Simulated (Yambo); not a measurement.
Li2PdO3 (space group C2/m, No. 12); a = 5.101 Å, b = 5.101 Å, c = 5.059 Å, α = 99.68°, β = 99.68°, γ = 119.95°. With the G0W0 scissor the direct gap on the mesh is 2.85 eV. Axes are Cartesian, with cell vectors (Å) (2.55, -4.42, 0.00), (2.55, 4.42, 0.00), (-1.70, 0.00, 4.76).

Problem. Can the lowest exciton of this BSE run be trusted, and with what binding energy? (Yambo, PBEsol bands; 4×4×4 mesh, 24 valence and 5 conduction bands, static screening with 81 bands and a 3 Ry block, scissor 1.29 eV, Tamm-Dancoff.)

Solution. The mesh holds a bound state, but the numbers are provisional. These are vertical excitations (zero momentum). The lowest state lies at 2.11 eV (dark for light along x), the direct quasiparticle gap on this mesh at 2.85 eV. Its binding energy, counted from that gap, is 0.74 eV; it spreads over about 48 k points of the mesh. On a 2×2×2 mesh the same difference is 0.84 eV, so it isn't converged. The first optically allowed state is at 2.20 eV. The scissor comes from a G0W0 run whose convergence isn't established. Spin-orbit splittings are left out.

Geometry of the Materials Project entry, not relaxed at this level.

The structure is a Materials Project entry; no match was found in the copy of COD used, and its stability was not checked.
